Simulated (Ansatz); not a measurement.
A plane-wave DFT run in Ansatz 0.2.0 (scalar-relativistic PAW potentials unless the input names others): input and command.

```yaml
crystal:
  lattice:
    - [0.0, 1.52685532, 1.52685532]
    - [1.52685532, 0.0, 1.52685532]
    - [1.52685532, 1.52685532, 0.0]
  atoms:
    - { symbol: "Y", position: [0.0, 0.0, 0.0] }
    - { symbol: Se, position: [0.5, 0.5, 0.5] }
basis:
  ecutwfc: 420
kpoints:
  mp_grid: { grid: [12, 12, 12] }
hamiltonian:
  xc: pbesol
scf:
  occupations: { method: gaussian, width: 0.1 }
  max_iter: 80
output:
  forces: true
  eigenvalues: true
  stress: true
relax:
  adjacent_minimum: "off"
  f_tol: 0.005
  max_steps: 80
  cell: { stress_tol: 0.05 }
```

```bash
ansatz run input.yaml --threads 2 --pin off --max-ram 5120MiB --backend cpu --events-out ev --progress --plain --runs-dir out
```

Abridged log:
```
Basis set: ecut = 420 eV, 137 PW (Γ), exchange–correlation on 30×30×30 points (8 copies of the dense FFT grid, shifted against one another)
Bands: 18, of which v1, the nominal top of the filled ones, is band 14 counted from 1 (13 counted from 0)
Symmetry: 48 space group operations
k-points: 72 of 1728
SCF iter   1: F=—  HF=-9327.532053 eV  |F-HF|=—  |Δ(HF+E_count)|=         —  Δρ=3.33e0  dr2=5.33e2  ethr=1.77e-3  ⟨swp⟩=8.2  Hψ=9038  notcnv=0
SCF iter   2: F=—  HF=-9061.929359 eV  |F-HF|=—  |Δ(HF+E_count)|=    2.66e2  Δρ=7.99e-1  dr2=1.29e1  ethr=1.77e-3  ⟨swp⟩=8.6  Hψ=17565  notcnv=0  defer=15
automatic band count: the SCF goes on with 22 bands, as 18 were too few: the levels above may hold too much charge
SCF iter   3: F=—  HF=-9061.782404 eV  |F-HF|=—  |Δ(HF+E_count)|=   1.47e-1  Δρ=2.02e-1  dr2=7.57e-1  ethr=1.77e-3  ⟨swp⟩=4.2  Hψ=4195  notcnv=0  defer=202
SCF iter   4: F=—  HF=-9061.717053 eV  |F-HF|=—  |Δ(HF+E_count)|=   6.54e-2  Δρ=1.28e-2  dr2=3.38e-3  ethr=1.77e-3  ⟨swp⟩=3.6  Hψ=2480  notcnv=0  defer=202
SCF iter   5: F=—  HF=-9061.718354 eV  |F-HF|=—  |Δ(HF+E_count)|=   1.30e-3  Δρ=3.88e-3  dr2=7.20e-4  ethr=1.25e-5  ⟨swp⟩=2.1  Hψ=2526  notcnv=0  defer=202
SCF iter   6: F=—  HF=-9061.718096 eV  |F-HF|=—  |Δ(HF+E_count)|=   2.57e-4  Δρ=8.45e-4  dr2=2.31e-5  ethr=2.67e-6  ⟨swp⟩=2.1  Hψ=2129  notcnv=0  defer=202
SCF iter   7: F=—  HF=-9061.718096 eV  |F-HF|=—  |Δ(HF+E_count)|=   9.66e-8  Δρ=9.25e-5  dr2=2.45e-7  ethr=8.55e-8  ⟨swp⟩=2.1  Hψ=2099  notcnv=0  defer=202
SCF iter   8: F=-9061.718096 eV  HF=-9061.718096 eV  |F-HF|=1.39e-8  |Δ(HF+E_count)|=   6.41e-8  Δρ=9.06e-6  dr2=2.21e-9  ethr=3.70e-10  ⟨swp⟩=13.8  Hψ=11046  notcnv=0
SCF 1 converged in 8 iterations: F = -9061.718096 eV  dr2 = 2.21e-9
relax step   1: F+E_penalty+E_count = -9061.71809631 eV  Δ(F+E_penalty+E_count) = +0.000e0 eV  max|allowed force component| = 1.073e-28 eV/Å  Δτ_max = 0.0000 Å  P = +6540.883 GPa  Ω = 7.119 Å³  (8 SCF iters, dr2 threshold 1.00e-7 eV, accepted)
Crystal: 2 atoms, lattice volume = 8.212 Å³
Basis set: ecut = 420 eV, 169 PW (Γ), exchange–correlation on 30×30×30 points (8 copies of the dense FFT grid, shifted against one another)
Bands: 22, of which v1, the nominal top of the filled ones, is band 14 counted from 1 (13 counted from 0)
Initial density: handed on by an earlier stage of this run
Initial wavefunctions: those handed on with the density
   ...
SCF iter   3: F=—  HF=-9223.007403 eV  |F-HF|=—  |Δ(HF+E_count)|=   1.16e-6  Δρ=3.64e-5  dr2=4.42e-7  ethr=1.19e-8  ⟨swp⟩=2.0  Hψ=2530  notcnv=0
SCF iter   4: F=-9223.007403 eV  HF=-9223.007403 eV  |F-HF|=5.06e-9  |Δ(HF+E_count)|=   9.06e-8  Δρ=6.16e-6  dr2=1.30e-8  ethr=7.41e-10  ⟨swp⟩=5.0  Hψ=6280  notcnv=0
SCF 25 converged in 4 iterations: F = -9223.007403 eV  dr2 = 1.30e-8
relax step  25: F+E_penalty+E_count = -9223.00740281 eV  Δ(F+E_penalty+E_count) = -2.971e-4 eV  max|allowed force component| = 9.861e-31 eV/Å  Δτ_max = 0.0000 Å  P = +0.018 GPa  Ω = 46.027 Å³  energy of the carried Pulay correction = -6.804e-5 eV  (4 SCF iters, dr2 threshold 2.00e-7 eV, accepted)
SCF iter   1: F=—  HF=-9223.007292 eV  |F-HF|=—  |Δ(HF+E_count)|=         —  Δρ=5.49e-4  dr2=2.89e-6  ethr=1.04e-7  ⟨swp⟩=3.3  Hψ=11557  notcnv=0
SCF iter   2: F=—  HF=-9223.007424 eV  |F-HF|=—  |Δ(HF+E_count)|=   1.33e-4  Δρ=2.74e-4  dr2=7.29e-7  ethr=1.07e-8  ⟨swp⟩=1.0  Hψ=1584  notcnv=0
SCF iter   3: F=—  HF=-9223.007466 eV  |F-HF|=—  |Δ(HF+E_count)|=   4.21e-5  Δρ=5.97e-6  dr2=1.16e-9  ethr=2.70e-9  ⟨swp⟩=1.0  Hψ=1584  notcnv=0
SCF iter   4: F=—  HF=-9223.007466 eV  |F-HF|=—  |Δ(HF+E_count)|=   1.38e-8  Δρ=7.95e-7  dr2=4.19e-10  ethr=4.30e-12  ⟨swp⟩=2.0  Hψ=2565  notcnv=0
SCF iter   5: F=—  HF=-9223.007466 eV  |F-HF|=—  |Δ(HF+E_count)|=  1.13e-10  Δρ=3.54e-7  dr2=4.84e-11  ethr=1.55e-12  ⟨swp⟩=2.0  Hψ=1749  notcnv=0
SCF iter   6: F=-9223.007466 eV  HF=-9223.007466 eV  |F-HF|=1.82e-12  |Δ(HF+E_count)|=  7.28e-12  Δρ=8.84e-8  dr2=2.51e-12  ethr=1.00e-12  ⟨swp⟩=5.0  Hψ=5120  notcnv=0
SCF 26 converged in 6 iterations: F = -9223.007466 eV  dr2 = 2.51e-12
SCF converged after 6 iterations
Free energy (F): -9223.007466 eV
Harris-Foulkes:  -9223.007466 eV  (|F-HF|=1.82e-12)
Internal energy: -9223.004902 eV  (E = F + TS)
E sigma→0 (E₀):  -9223.006184 eV
Entropy (-TS):   -0.002564 eV (-1.282 meV/atom)
Fermi energy:    13.026950 eV
--- Forces (eV/Å), atoms counted from 1 ---
  atom   1  Y      0.00000000     0.00000000     0.00000000
  atom   2  Se     0.00000000     0.00000000     0.00000000
--- Stress (GPa, compression-positive) ---
        0.017133       0.000000       0.000000
        0.000000       0.017133       0.000000
        0.000000       0.000000       0.017133
  P = ⅓ Tr σ = 0.0171 GPa (0.171 kbar)
--- Relaxed structure (23 steps of the walk, 23 accepted, 3 SCFs on fresh bases) ---
  F+E_penalty+E_count = -9223.00746644 eV   max|allowed force component| = 1.307e-30 eV/Å   (the final SCF, on the basis selected at the relaxed cell)
  cell:  # Å, volume = 46.0269 Å³
    - [0.0, 2.84442127, 2.84442127]
    - [2.84442127, 0.0, 2.84442127]
    - [2.84442127, 2.84442127, 0.0]
  atoms:
    - { symbol: Y, position: [0.0, 0.0, 0.0] }
    - { symbol: Se, position: [0.49999999, 0.5, 0.5] }
```

One setting here is unusual or wrong in general: a lattice far too small (lattice vectors times 0.529). For this cell it did little harm to the result, because the relaxation undid it: the run converged in 157 SCF iterations over all its steps (reference: 28) with an energy at zero smearing within 0.01 meV/atom of the reference's, a relaxed volume of 23.01 Å³/atom, pressure 0.02 GPa, largest force 0.000 eV/Å, no gap on the mesh. A reference run of the cell with lattice vectors 0.0000 2.8853 2.8853; 2.8853 0.0000 2.8853; 2.8853 2.8853 0.0000 Å and the atoms in their places converged, and the end of its own relaxation has a relaxed volume of 23.01 Å³/atom, pressure 0.02 GPa, largest force 0.000 eV/Å, no gap on the mesh.

Time: 16 s on 2 threads of Intel(R) Xeon(R) 6975P-C (Granite Rapids), on a shared host, peak memory 0.41 GiB.